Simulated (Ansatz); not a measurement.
The cell is the one relaxed in the Materials Project (mp-674), not relaxed further here; entries there can be hypothetical.

An input for LaPd3 and the output that it gave: DFT, r2SCAN, PAW with Ansatz's default frozen-core files, scalar-relativistic (Ansatz 0.2.0).

```yaml
crystal:
  lattice:
    - [4.20266203, 0.0, 0.0]
    - [0.0, 4.20266203, 0.0]
    - [0.0, 0.0, 4.20266203]
  atoms:
    - { symbol: La, position: [0.0, 0.0, 0.0] }
    - { symbol: Pd, position: [0.5, 0.0, 0.5] }
    - { symbol: Pd, position: [0.0, 0.5, 0.5] }
    - { symbol: Pd, position: [0.5, 0.5, 0.0] }
kpoints:
  mp_grid: { grid: [8, 8, 8] }
  band_path:
    path:
      - [0.0, 0.0, 0.0]
      - [0.0, 0.5, 0.0]
      - [0.5, 0.5, 0.0]
      - [0.0, 0.0, 0.0]
      - [0.5, 0.5, 0.5]
      - [0.0, 0.5, 0.0]
      - [0.5, 0.5, 0.5]
      - [0.5, 0.5, 0.0]
    npoints: 8
scf:
  occupations: { method: fermi_dirac, width: 0.05 }
hamiltonian:
  xc: r2scan
  pseudopotentials: { kind: paw }
output:
  forces: true
  stress: true
  eigenvalues: true
  efg: { contact_densities: true }
  populations: true
  bader: true
  dos: { projected: true, de: 0.2, e_range: [-14, 8] }
```

The log:

```
La: projections on atomic orbitals take those of the free atom [Kr 4d10] 4f0 5s2 5p6 5d1 6s2, of charge +0.00 (hamiltonian.pseudopotentials.projection_atoms); the dataset's partial waves leave at most 1.9e-5 of an orbital's norm unspanned inside its sphere
Pd, La: output.efg is read without spin–orbit coupling, which moves field gradients at and beside such atoms by some per cent and up to a factor of two; PAW files take it under magnetization.noncollinear and magnetization.spin_orbit
Engine: ansatz 0.2.0
Pseudopotentials: kind: paw
Pseudopotential: La, paw, valence charge 11, recommended cutoff 500 eV (meta_gga)
Pseudopotential: Pd, paw, valence charge 18, recommended cutoff 500 eV (meta_gga)
Functional definition: r2SCAN
  parameter k0 = 0.174
  parameter k1 = 0.065
  parameter a1 = 4.9479
  exchange = r2scan_x(k0 = k0, k1 = k1, a1 = a1)
  correlation = r2scan_c
Crystal: 4 atoms, lattice volume = 74.229 Å³
Basis set: ecut = 500 eV, 1863 PW (Γ), exchange–correlation on 128×128×128 points (64 copies of the dense FFT grid, shifted against one another)
Bands: 39, of which v1, the nominal top of the filled ones, is band 33 counted from 1 (32 counted from 0)
Symmetry: 48 space group operations
Space group: Pm-3m (ITA 221), of the structure as read, at distance tolerance 4.2e-5 Å
k-points: 35 of 512
Non-local potential: La, projectors of the file, l = 0: 3, l = 1: 2, l = 2: 2, l = 3: 3
Non-local potential: Pd, projectors of the file, l = 0: 2, l = 1: 2, l = 2: 2, l = 3: 1
PAW form: soft (Blöchl's): semilocal exchange-correlation on the pseudo side does not see the compensation charge
PAW frozen core: La, regenerated for the run's functional (the file was generated under x = pbe(κ = 0.804, μ = 0.2195149727645171), c = pbe(β = 0.06672455060314922))
PAW frozen core: Pd, regenerated for the run's functional (the file was generated under x = pbe(κ = 0.804, μ = 0.2195149727645171), c = pbe(β = 0.06672455060314922))
PAW one-centre angular grid: La, 974 points (default); XC on 160 Gauss nodes
PAW one-centre angular grid: Pd, 590 points (default); XC on 160 Gauss nodes
Initial density: superposition of atomic densities (neutral atoms: chi_scale 0, normalization atom), corrected by the library's trained network
Initial wavefunctions: pseudopotential atomic-orbital guess
Functional: x = r2scan, c = r2scan; τ floored in thin density (d = 2e-4 eV/Å³)
SCF iter   1: F=—  HF=-27225.181663 eV  |F-HF|=—  |Δ(HF+E_count)|=         —  Δρ=1.89e-2  dr2=3.64e-1  dr2_τ=3.93e-2  ethr=1.77e-3  ⟨swp⟩=4.8  Hψ=4796  notcnv=0
preconditioner: auto → Resta (q_TF=auto, 2.669 Å⁻¹)  ε∞=12.9  [insulator: Δε(μ)=0.116 eV  Ē_g=7.800 eV  σ=0.050 eV  W_gap=0.52  n_scr=26 (ndim 8)  ℏωp=26.9 eV  f_vac=0.000  D(μ)=0.84/eV (n_scr^D=0)  ε∞_Penn≈12.9]
SCF iter   2: F=—  HF=-27225.230103 eV  |F-HF|=—  |Δ(HF+E_count)|=   4.84e-2  Δρ=7.83e-3  dr2=2.77e-2  dr2_τ=6.58e-3  ethr=5.60e-4  ⟨swp⟩=3.0  Hψ=2431  notcnv=0  defer=66
preconditioner: auto → Kerker (q_TF=auto, 2.669 Å⁻¹)  [metal: Δε(μ)=0.101 eV  Ē_g=7.622 eV  σ=0.050 eV  W_gap=0.46  n_scr=26 (ndim 8)  ℏωp=26.9 eV  f_vac=0.000  D(μ)=0.87/eV (n_scr^D=0)]
SCF iter   3: F=—  HF=-27225.227965 eV  |F-HF|=—  |Δ(HF+E_count)|=   2.14e-3  Δρ=3.47e-3  dr2=1.09e-2  dr2_τ=3.40e-4  ethr=4.27e-5  ⟨swp⟩=2.2  Hψ=2358  notcnv=0  defer=66
SCF iter   4: F=—  HF=-27225.226534 eV  |F-HF|=—  |Δ(HF+E_count)|=   1.43e-3  Δρ=8.02e-4  dr2=3.59e-4  dr2_τ=4.19e-5  ethr=1.67e-5  ⟨swp⟩=2.8  Hψ=2285  notcnv=0  defer=66
SCF iter   5: F=—  HF=-27225.226655 eV  |F-HF|=—  |Δ(HF+E_count)|=   1.22e-4  Δρ=2.69e-4  dr2=1.34e-4  dr2_τ=2.74e-6  ethr=5.53e-7  ⟨swp⟩=2.0  Hψ=2537  notcnv=0  defer=64
SCF iter   6: F=—  HF=-27225.226661 eV  |F-HF|=—  |Δ(HF+E_count)|=   5.38e-6  Δρ=1.01e-4  dr2=1.45e-5  dr2_τ=2.41e-7  ethr=2.07e-7  ⟨swp⟩=2.0  Hψ=1908  notcnv=0  defer=64
SCF iter   7: F=—  HF=-27225.226667 eV  |F-HF|=—  |Δ(HF+E_count)|=   6.15e-6  Δρ=2.14e-5  dr2=6.37e-7  dr2_τ=1.01e-8  ethr=2.23e-8  ⟨swp⟩=2.1  Hψ=2049  notcnv=0  defer=63
SCF iter   8: F=-27225.226667 eV  HF=-27225.226667 eV  |F-HF|=7.59e-9  |Δ(HF+E_count)|=   2.36e-7  Δρ=7.81e-6  dr2=9.30e-8  dr2_τ=1.55e-9  ethr=1.54e-10  ⟨swp⟩=10.9  Hψ=6670  notcnv=0
SCF 1 converged in 8 iterations: F = -27225.226667 eV  dr2 = 9.30e-8
  greatest PAW one-centre occupation: 1.003 electrons in one spin orbital (limit 2), on the Pd atom at site 3 (counted from 0), in its partial waves of l = 0
NSCF: frozen V_eff on 57 k-points
SCF converged after 8 iterations
Free energy (F): -27225.226667 eV
Harris-Foulkes:  -27225.226667 eV  (|F-HF|=7.59e-9)
Internal energy: -27225.218873 eV  (E = F + TS)
E sigma→0 (E₀):  -27225.222770 eV
Entropy (-TS):   -0.007794 eV (-1.948 meV/atom)
Fermi energy:    17.128282 eV
--- Per-component energies (eV) ---
  E_band       = -575.214590
  E_kinetic    = 1747.868941
  E_local      = -6659.889473  (includes V_loc(G=0)·N_el)
  E_nonlocal   = 747.600808
  E_hartree    = 2751.132644
  E_xc         = -615.352254
  E_vxc        = -862.110045  (∫ρ·V_xc dr)
  E_paw        = -16756.922266  (= ΣΔE_a)
  E_vpaw       = -1111.289215  (= ΣTr[D̂ρ^β])
  E_aug_tail   = 0.000348  (compensation charges beyond the density's cutoff)
  E_vtau       = 60.342232  (kinetic-family band-sum trace: ∫τ·v_τ [+ j·A + Jᵃ·Aᵃ] dr)
  E_ewald      = -8438.369875
  E_core_change = -1.287747  (= ΣΔE_core)
  E_smearing   = -0.007794  (= −TS)
  E_closure    = -0.000000  (closes the sum)
  Σ components = -27225.226667   (vs F -27225.226667, Δ=0.00e0)
--- Forces (eV/Å), atoms counted from 1 ---
  atom   1  La    -0.00000000     0.00000000    -0.00000000
  atom   2  Pd     0.00000000    -0.00000000     0.00000000
  atom   3  Pd     0.00000000     0.00000000    -0.00000000
  atom   4  Pd     0.00000000     0.00000000     0.00000000
  max |Σ_I F_I| component: 1.11e-28 eV/Å
--- Stress (GPa, compression-positive) ---
       -0.174933       0.000000       0.000000
        0.000000      -0.174933       0.000000
        0.000000       0.000000      -0.174933
  P = ⅓ Tr σ = -0.1749 GPa (-1.749 kbar)
--- PAW observables at the nuclei: V_zz in 10²¹ V/m², potentials from the cell's mean, atoms counted from 1 ---
  atom   1  La V_zz =    -0.000000   η = 0.0000   by run symmetry: forbidden
            electrostatic potential = -9882.256701 V   contact ρ = 2245840.425951 e/Å³
  atom   2  Pd V_zz =   -12.881565   η = 0.0000   by run symmetry: allowed
            electrostatic potential = -7253.657406 V   contact ρ = 865071.663307 e/Å³
  atom   3  Pd V_zz =   -12.881565   η = 0.0000   by run symmetry: allowed
            electrostatic potential = -7253.657406 V   contact ρ = 865071.663307 e/Å³
  atom   4  Pd V_zz =   -12.881565   η = 0.0000   by run symmetry: allowed
            electrostatic potential = -7253.657406 V   contact ρ = 865071.663307 e/Å³
--- Band table (eV; the first three rows and the last of 35) ---
  k-point 0: bands = ["-69.1913", "-69.1709", "-69.1709", "-34.1891", "-34.1891", "-34.1891", "-34.1498", "-34.1498", "-34.1498", "-33.9605", "-33.9605", "-33.9605", "-15.6907", "0.9568", "0.9568", "0.9568", "11.6151", "12.1883", "12.1883", "12.7414", "12.7414", "12.7414", "13.0431", "14.6057", "14.6057", "14.6057", "15.8115", "15.8115", "16.2309", "16.7192", "16.7192", "16.7192", "20.0483", "20.0483", "20.0483", "20.4130", "20.4130", "20.4130", "20.6370"]
  k-point 1: bands = ["-69.1907", "-69.1716", "-69.1709", "-34.1870", "-34.1870", "-34.1866", "-34.1506", "-34.1506", "-34.1500", "-33.9635", "-33.9619", "-33.9619", "-15.6857", "0.8808", "0.9492", "0.9492", "11.8176", "12.3078", "12.3423", "12.7989", "12.8595", "12.8595", "13.1463", "14.5260", "14.6667", "14.6667", "15.7353", "15.8079", "16.1373", "16.4683", "16.4683", "16.7195", "19.3562", "20.0779", "20.0779", "20.3558", "20.4275", "20.4275", "20.6017"]
  k-point 2: bands = ["-69.1887", "-69.1735", "-69.1709", "-34.1816", "-34.1816", "-34.1805", "-34.1528", "-34.1528", "-34.1504", "-33.9707", "-33.9650", "-33.9650", "-15.6736", "0.7045", "0.9308", "0.9308", "12.3386", "12.6401", "12.7410", "12.9639", "13.1991", "13.1991", "13.4364", "14.3082", "14.8268", "14.8268", "15.5470", "15.7189", "15.8730", "15.8730", "15.9399", "16.7201", "18.0569", "19.9187", "19.9187", "20.1747", "20.5272", "20.5272", "20.5539"]
  k-point 34: bands = ["-69.1777", "-69.1777", "-69.1777", "-34.2167", "-34.2167", "-34.2167", "-34.1042", "-34.1042", "-34.1042", "-34.0881", "-33.9279", "-33.9279", "-15.6334", "0.7096", "0.7096", "0.7096", "12.4538", "12.4538", "12.4538", "13.3253", "14.1491", "14.1491", "14.1491", "14.7755", "14.7755", "14.7755", "14.8387", "14.8387", "16.4017", "16.4017", "16.4017", "17.6301", "19.5058", "19.5058", "19.5058", "20.0227", "20.0227", "20.0227", "20.7057"]
--- Löwdin populations: 4 sites ---
  site symbol       q [e]
     0     La     12.1938
     1     Pd     17.3741
     2     Pd     17.3741
     3     Pd     17.3741
  spilling = 0.010523 (of n_electrons = 65.000000)
--- Bader charges: 4 sites ---
  site symbol  charge [e]  shift [e]
     0     La      1.4736     0.0000
     1     Pd     -0.4912     0.0000
     2     Pd     -0.4912     0.0000
     3     Pd     -0.4912     0.0000
  estimated error of the sums over rays = 3.5e-4 e
```

Spin polarisation is left out, and whether a magnetic state lies lower isn't shown here.
